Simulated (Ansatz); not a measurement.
Given:

TePb:
```cif
data_PbTe
_chemical_formula_sum 'Te1 Pb1'
_space_group_name_H-M_alt 'P 1'
_space_group_IT_number 1
_cell_length_a 4.62061
_cell_length_b 4.62061
_cell_length_c 4.62061
_cell_angle_alpha 60.000
_cell_angle_beta 60.000
_cell_angle_gamma 60.000
loop_
_space_group_symop_operation_xyz
  'x, y, z'
loop_
_atom_site_label
_atom_site_type_symbol
_atom_site_fract_x
_atom_site_fract_y
_atom_site_fract_z
_atom_site_occupancy
Te1 Te 0.00000 0.00000 0.00000 1
Pb1 Pb 0.50000 0.50000 0.50000 1
```

This is the r²SCAN-relaxed structure.

Task: All from plane-wave PAW r²SCAN (Ansatz code), unless another level is named. Predict the gap with spin–orbit coupling.

Result: 0.15 eV.

Task: Next, the formation energy from the elements (no fitted shifts)?

Result: -48 kJ/mol of atoms.

Task: What about the electron effective mass with spin–orbit coupling?

Result: 0.019, 0.019, 0.22 mₑ (principal values).

Task: Give the hole effective mass with spin–orbit coupling.

Result: 0.021, 0.021, 0.30 mₑ (principal values).

Task: Give the HSE06 gap on the r²SCAN cell.

Result: 1.20 eV.

Task: What about the weight of the valence-edge state by species (Voronoi cells)?

Result: Te 68 %, Pb 32 %.

Space group Fm-3m (rock salt). Symmetry was held in the r²SCAN relaxation; of distortions, only those at the zone centre were tested. The references are the lowest solids computed at this level, not always the standard phases. Spin–orbit coupling is left out wherever it is not named.

Potentials: the later of the program's two PAW sets.
